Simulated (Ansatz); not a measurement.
This LaScF2 structure is the end of a relaxation. The cell was found from a structure generator's guess, not taken from experiment.

Theory: DFT PBE, scalar-relativistic, plane waves, PAW (Ansatz 0.2.0). Cutoff 420 eV, Γ-centred mesh, Gaussian smearing, no spin polarisation.

```cif
data_structure
_symmetry_space_group_name_H-M 'P 1'
_symmetry_Int_Tables_number 1
_cell_length_a 3.3981
_cell_length_b 3.3981
_cell_length_c 6.5591
_cell_angle_alpha 90.000
_cell_angle_beta 90.000
_cell_angle_gamma 90.000
_cell_volume 75.74
loop_
_atom_site_label
_atom_site_type_symbol
_atom_site_fract_x
_atom_site_fract_y
_atom_site_fract_z
_atom_site_occupancy
La1 La 0.00000 0.00000 0.00000 1
Sc1 Sc 0.50000 0.50000 0.50000 1
F1 F 0.50000 0.50000 0.18092 1
F2 F 0.50000 0.50000 0.81908 1
```

Energies over the elements count from the elements' standard structures at the same level (F₂ as a molecule), with no fitted energy shifts.

(1) Find its symmetry and describe it.

(2) How far does it lie from the elements in energy?

(3) Is it a metal?

## Answers

(1) P4/mmm (No. 123). Conventional cell: a = 3.398 Å, c = 6.559 Å. La has 8 F at 2.68 Å, 4 La at 3.40 Å and 8 Sc at 4.07 Å; Sc has 2 F at 2.09 Å, 4 Sc at 3.40 Å, 8 F at 3.99 Å and 8 La at 4.07 Å; F is surrounded by 1 Sc at 2.09 Å, 1 F at 2.37 Å and 4 La at 2.68 Å.

(2) −2.31 eV/atom. It lies below the elements, which doesn't yet make it stable against other compounds or structures.

(3) Yes, bands cross the Fermi level on the 14×14×8 mesh.

The last run used a 14×14×8 mesh (in the run's order of axes) for its 4-atom cell and Gaussian smearing of 0.10 eV. The cell is a metal run without spin; a magnetic state may lie lower. Symmetry constrained the relaxation, so the result can be a saddle point.
